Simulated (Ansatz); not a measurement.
Starting cell, Re (hcp, Mg type):

```xyz
4
Lattice="5.5157 0.0000 0.0000 -1.3789 2.3884 0.0000 0.0000 0.0000 4.4628" Properties=species:S:1:pos:R:3 pbc="T T T"
Re     0.0000     1.5923     3.3471
Re     2.7579     1.5923     3.3471
Re     1.3789     0.7961     1.1157
Re     4.1368     0.7961     1.1157
```

The atoms are displaced by Q × the pattern below (from a DFPT mode at M = (0.5, 0.0, 0.0), largest move 1; Q in Å), at fixed cell. (q is in reciprocal vectors of the primitive cell; the cell shown is doubled to hold the pattern.)

```csv
atom,x,y,z
Re1,0.866,0.500,0.000
Re2,-0.866,-0.500,0.000
Re3,0.866,0.500,0.000
Re4,-0.866,-0.500,0.000
```

Calculation: r2SCAN (plane waves to 500 eV, PAW, scalar-relativistic; Ansatz, a program for electronic structure). k mesh 19×19×11 (Γ-centred), Fermi-Dirac smearing 0.05 eV. Energies are smeared free energies. With partly filled bands, energies and forces of such displacements shift with the k mesh and the smearing. Re is run without spin polarisation. Re was relaxed with its symmetry unable to fall. Spin-orbit coupling is left out, though Re is heavy. The zero of ΔE is the undisplaced structure. The last digit holds for this mesh only.

```json
[
 {"Q (Å)": "-0.2800", "ΔE (meV/cell)": "4847.0"},
 {"Q (Å)": "-0.2333", "ΔE (meV/cell)": "3189.6"},
 {"Q (Å)": "-0.1867", "ΔE (meV/cell)": "withheld"},
 {"Q (Å)": "-0.1400", "ΔE (meV/cell)": "1099.4"},
 {"Q (Å)": "-0.0933", "ΔE (meV/cell)": "492.0"},
 {"Q (Å)": "-0.0467", "ΔE (meV/cell)": "124.6"},
 {"Q (Å)": "0.0000", "ΔE (meV/cell)": "0.0"},
 {"Q (Å)": "0.0467", "ΔE (meV/cell)": "124.6"},
 {"Q (Å)": "0.0933", "ΔE (meV/cell)": "492.0"},
 {"Q (Å)": "0.1400", "ΔE (meV/cell)": "1099.4"},
 {"Q (Å)": "0.1867", "ΔE (meV/cell)": "withheld"},
 {"Q (Å)": "0.2333", "ΔE (meV/cell)": "3189.6"},
 {"Q (Å)": "0.2800", "ΔE (meV/cell)": "4847.0"}
]
```

Q: Fit an even polynomial form (powers 2, 4, 6) to the given rows and predict ΔE at Q = -0.1867.

A: Least squares on the 11 given rows: ΔE = (56160)·Q² + (-18220)·Q⁴ + (1154000)·Q⁶, in meV/cell with Q in Å; root-mean-square residual 2.28 meV/cell. At -0.1867 the fit gives 1984.3 meV/cell; the calculation gives 1975.1 meV/cell, so the interpolation is off by 9.2 (+0.5 %). The quadratic term alone would give 1957.6 meV/cell.

(For displaced atoms, the force is minus the slope of the energy, and its curvature is a force constant, which sets phonon frequencies.)
